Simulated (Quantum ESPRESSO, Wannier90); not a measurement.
Wannierisation of CsPbBr₃ (cubic perovskite)

Structure: Materials Project mp-600089, symmetrised, not relaxed again. COD (Crystallography Open Database) records the formula in this space group. Ideal cubic forms of this type are often high-temperature phases that distort on cooling; symmetry holds the cell here, and its stability was not tested. Method: PBEsol plane waves in Quantum ESPRESSO 7.5 (PseudoDojo norm-conserving files, 50 Ry, no spin polarisation, no spin-orbit coupling), Bloch states on a 6×6×6 mesh through Γ, Wannier90 4.0.1. Density: 6×6×6 mesh, cold smearing 0.01 Ry. Spin-orbit coupling is left out although heavy elements are present.

On the energy scale of pw.x, whose zero is arbitrary, the valence-band maximum lies at 3.23 eV.

Input w.win:

```
num_bands = 12
num_wann = 12
exclude_bands = 1-6,10-13,23-36
num_iter = 800
conv_tol = 1.0e-6
conv_window = 4
write_hr = true
write_u_matrices = true
begin projections
Br: sp3
end projections
begin unit_cell_cart
ang
    5.9486300000    0.0000000000    0.0000000000
    0.0000000000    5.9486300000    0.0000000000
    0.0000000000    0.0000000000    5.9486300000
end unit_cell_cart
begin atoms_frac
Cs   0.0000000000  0.0000000000  0.0000000000
Pb   0.5000000000  0.5000000000  0.5000000000
Br   0.5000000000  0.5000000000  0.0000000000
Br   0.0000000000  0.5000000000  0.5000000000
Br   0.5000000000  0.0000000000  0.5000000000
end atoms_frac
mp_grid = 6 6 6
begin kpoints
0.0000000000 0.0000000000 0.0000000000
0.0000000000 0.0000000000 0.1666666667
0.0000000000 0.0000000000 0.3333333333
... (213 more lines: the 6x6x6 mesh through Gamma)
end kpoints
```

Input of pw2wannier90.x that gives the overlap and projection files (equivalent; here they were cut from one run over all bands):

```
&inputpp
  outdir = './out'
  prefix = 'pwscf'
  seedname = 'w'
  write_amn = .true.
  write_mmn = .true.
/
```

Output w.wout (banner and timings cut):

```
                                    ------
                                    SYSTEM
                                    ------

                              Lattice Vectors (Ang)
                    a_1     5.948630   0.000000   0.000000
                    a_2     0.000000   5.948630   0.000000
                    a_3     0.000000   0.000000   5.948630

                   Unit Cell Volume:     210.49940  (Ang^3)

                        Reciprocal-Space Vectors (Ang^-1)
                    b_1     1.056241   0.000000   0.000000
                    b_2     0.000000   1.056241   0.000000
                    b_3     0.000000   0.000000   1.056241

 *----------------------------------------------------------------------------*
 |   Site       Fractional Coordinate          Cartesian Coordinate (Ang)     |
 +----------------------------------------------------------------------------+
 | cs   1   0.00000   0.00000   0.00000   |    0.00000   0.00000   0.00000    |
 | pb   1   0.50000   0.50000   0.50000   |    2.97431   2.97431   2.97431    |
 | br   1   0.50000   0.50000   0.00000   |    2.97431   2.97431   0.00000    |
 | br   2   0.00000   0.50000   0.50000   |    0.00000   2.97431   2.97431    |
 | br   3   0.50000   0.00000   0.50000   |    2.97431   0.00000   2.97431    |
 *----------------------------------------------------------------------------*
                                ------------
                                K-POINT GRID
                                ------------

             Grid size =  6 x  6 x  6      Total points =  216

 *---------------------------------- MAIN ------------------------------------*
 |  Number of Wannier Functions               :                12             |
 |  Number of Objective Wannier Functions     :                12             |
 |  Number of input Bloch states              :                12             |
 |  Output verbosity (1=low, 5=high)          :                 1             |
 |  Timing Level (1=low, 5=high)              :                 1             |
 |  Optimisation (0=memory, 3=speed)          :                 3             |
 |  Length Unit                               :               Ang             |
 |  Post-processing setup (write *.nnkp)      :                 F             |
 |  Using Gamma-only branch of algorithms     :                 F             |
 *----------------------------------------------------------------------------*
 *------------------------------- WANNIERISE ---------------------------------*
 |  Total number of iterations                :               800             |
 |  Number of CG steps before reset           :                 5             |
 |  Trial step length for line search         :             2.000             |
 |  Convergence tolerence                     :         0.100E-05             |
 |  Convergence window                        :                 4             |
 |  Iterations between writing output         :                 1             |
 |  Iterations between backing up to disk     :               100             |
 |  Write r^2_nm to file                      :                 F             |
 |  Write xyz WF centres to file              :                 F             |
 |  Write on-site energies <0n|H|0n> to file  :                 F             |
 |  Use guiding centre to control phases      :                 F             |
 |  Use phases for initial projections        :                 F             |
 *----------------------------------------------------------------------------*
 *-------------------------------- PLOTTING ----------------------------------*
 |  Plotting Hamiltonian in WF basis          :                 T             |
 *----------------------------------------------------------------------------*

       ... (k-mesh section left out)

 Starting a new Wannier90 calculation ...

 Reading overlaps from w.mmn

 Reading projections from w.amn

 *------------------------------- WANNIERISE ---------------------------------*
 +--------------------------------------------------------------------+<-- CONV
 | Iter  Delta Spread     RMS Gradient      Spread (Ang^2)            |<-- CONV
 +--------------------------------------------------------------------+<-- CONV

 ------------------------------------------------------------------------------
 Initial State
  WF centre and spread    1  (  3.247473,  3.247473,  0.253512 )     2.06759127
  WF centre and spread    2  (  3.247473,  2.701157, -0.253512 )     2.06759127
  WF centre and spread    3  (  2.701157,  3.247473, -0.253512 )     2.06759127
  WF centre and spread    4  (  2.701157,  2.701157,  0.253512 )     2.06759127
  WF centre and spread    5  (  0.253512,  3.247473,  3.247473 )     2.06759127
  WF centre and spread    6  (  0.253512,  2.701157,  2.701157 )     2.06759127
  WF centre and spread    7  ( -0.253512,  3.247473,  2.701157 )     2.06759127
  WF centre and spread    8  ( -0.253512,  2.701157,  3.247473 )     2.06759127
  WF centre and spread    9  (  3.247473,  0.253512,  3.247473 )     2.06759127
  WF centre and spread   10  (  3.247473, -0.253512,  2.701157 )     2.06759127
  WF centre and spread   11  (  2.701157,  0.253512,  2.701157 )     2.06759127
  WF centre and spread   12  (  2.701157, -0.253512,  3.247473 )     2.06759127
  Sum of centres and spreads ( 23.794520, 23.794520, 23.794520 )    24.81109527

      0     0.248E+02     0.0000000000       24.8110951864  <-- CONV
        O_D=      0.0024453 O_OD=      3.1551620 O_TOT=     24.8110952 <-- SPRD
 ------------------------------------------------------------------------------
      1    -0.321E-01     0.1717739402       24.7789716964  <-- CONV
        O_D=      0.0005582 O_OD=      3.1249256 O_TOT=     24.7789717 <-- SPRD
      2    -0.199E-01     0.1407909398       24.7590974467  <-- CONV
        O_D=      0.0004084 O_OD=      3.1052012 O_TOT=     24.7590974 <-- SPRD
      3    -0.639E-02     0.1070753579       24.7527097228  <-- CONV
        O_D=      0.0003968 O_OD=      3.0988251 O_TOT=     24.7527097 <-- SPRD
      4    -0.239E-02     0.0747206985       24.7503173007  <-- CONV
        O_D=      0.0003052 O_OD=      3.0965243 O_TOT=     24.7503173 <-- SPRD
      5    -0.527E-03     0.0379594580       24.7497905472  <-- CONV
        O_D=      0.0002263 O_OD=      3.0960764 O_TOT=     24.7497905 <-- SPRD
       ... (lines left out)
     16    -0.488E-06     0.0011194810       24.7491834450  <-- CONV
        O_D=      0.0001287 O_OD=      3.0955668 O_TOT=     24.7491834 <-- SPRD
     17    -0.143E-06     0.0006138098       24.7491833023  <-- CONV
        O_D=      0.0001287 O_OD=      3.0955667 O_TOT=     24.7491833 <-- SPRD
     18    -0.953E-07     0.0004260080       24.7491832070  <-- CONV
        O_D=      0.0001287 O_OD=      3.0955666 O_TOT=     24.7491832 <-- SPRD
             <<<     Delta < 1.000E-06  over  4 iterations     >>>
             <<< Wannierisation convergence criteria satisfied >>>
 Final State
  WF centre and spread    1  (  3.247298,  3.247298,  0.254775 )     2.06243194
  WF centre and spread    2  (  3.247298,  2.701332, -0.254775 )     2.06243194
  WF centre and spread    3  (  2.701332,  3.247298, -0.254775 )     2.06243194
  WF centre and spread    4  (  2.701332,  2.701332,  0.254775 )     2.06243194
  WF centre and spread    5  (  0.254775,  3.247298,  3.247298 )     2.06243194
  WF centre and spread    6  (  0.254775,  2.701332,  2.701332 )     2.06243194
  WF centre and spread    7  ( -0.254775,  3.247298,  2.701332 )     2.06243194
  WF centre and spread    8  ( -0.254775,  2.701332,  3.247298 )     2.06243194
  WF centre and spread    9  (  3.247298,  0.254775,  3.247298 )     2.06243194
  WF centre and spread   10  (  3.247298, -0.254775,  2.701332 )     2.06243194
  WF centre and spread   11  (  2.701332,  0.254775,  2.701332 )     2.06243194
  WF centre and spread   12  (  2.701332, -0.254775,  3.247298 )     2.06243194
  Sum of centres and spreads ( 23.794520, 23.794520, 23.794520 )    24.74918329

         Spreads (Ang^2)       Omega I      =    21.653487851
        ================       Omega D      =     0.000128717
                               Omega OD     =     3.095566638
    Final Spread (Ang^2)       Omega Total  =    24.749183207
```
